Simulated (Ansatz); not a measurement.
WN₂:
```
CELL_PARAMETERS angstrom
      2.89602     0.00000     0.00000
     -1.44801     2.50803     0.00000
      0.00000     0.00000     3.88900
ATOMIC_POSITIONS crystal
  W  0.66667 0.33333 0.50000
  N  0.00000 0.00000 0.81876
  N  0.00000 0.00000 0.18124
```

x, y and z are the axes in which the lattice vectors are written.

Give the proper piezoelectric stress tensor with relaxed ions from PBEsol (plane waves, PAW; program Ansatz).

In C/m², rows x, y, z, Voigt columns; mesh uncertainty up to 0.01.
```
 0.00   0.00   0.00   0.00   0.00   0.65
 0.65  -0.65   0.00   0.00   0.00   0.00
 0.00   0.00   0.00   0.00   0.00   0.00
```

The elastic tensor of the same run (GPa):

|  | 1 | 2 | 3 | 4 | 5 | 6 |
|---|---|---|---|---|---|---|
| 1 | 616 | 194 | 214 | 0.0 | 0.0 | 0.0 |
| 2 | 194 | 616 | 214 | 0.0 | 0.0 | 0.0 |
| 3 | 214 | 214 | 1020 | 0.0 | 0.0 | 0.0 |
| 4 | 0.0 | 0.0 | 0.0 | 235 | 0.0 | 0.0 |
| 5 | 0.0 | 0.0 | 0.0 | 0.0 | 235 | 0.0 |
| 6 | 0.0 | 0.0 | 0.0 | 0.0 | 0.0 | 211 |

Convert to strain constants d = e·S.

In pC/N:
```
 0.0   0.0   0.0   0.0   0.0   3.1
 1.5  -1.5   0.0   0.0   0.0   0.0
 0.0   0.0   0.0   0.0   0.0   0.0
```

Space group P-6m2. The workflow started from a Materials Project entry (that database holds measured and hypothetical structures alike); the Crystallography Open Database copy checked does not list it. Its standing as an ambient phase is unchecked. The PBEsol relaxation kept the symmetry of its start; whether a distortion lowers the energy is not shown. The run is not spin-polarised. Signs of piezoelectric constants follow the polarity of the cell as given. Scalar-relativistic: spin–orbit coupling is off unless named, which matters more the heavier the elements.

Potentials: the later of the program's two PAW sets.
